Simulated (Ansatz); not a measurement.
Ta3N5 in space group Cmcm (No. 63; Pearson symbol oS32), DFT-LDA in the program Ansatz with PAW potentials, all energies at zero smearing, with the estimated change up to a 700 eV cutoff added, with one set of potentials and settings (totals compare only within such a set). Cell of 16 atoms (6 Ta, 10 N): -61853.029 eV.

| element | reference phase | E (eV/atom) |
|---|---|---|
| Ta | Im-3m, 1 atoms in the cell | -9682.6136 |
| N | P4_2/mnm, 4 atoms in the cell | -373.6497 |

Formation energy per atom, worked out: (-61853.029 − 6×(-9682.6136) − 10×(-373.6497))/16 = -1.303 eV/atom (-126 kJ per mol of atoms), at 0 K, without zero-point energy or fitted corrections.

The first step of the workflow began from a Materials Project structure, measured or hypothetical; the Crystallography Open Database files this formula in space group No. 63, but the cells were not matched. Its standing as an ambient phase is unchecked. Symmetry was held in the LDA relaxation; its stability against distortions is not shown here. No spin polarisation was allowed. The references are the lowest solids computed at this level, not always the standard phases (solids in place of the gases). Spin–orbit coupling is left out wherever it is not named.

Potentials: the later of the program's two PAW sets.
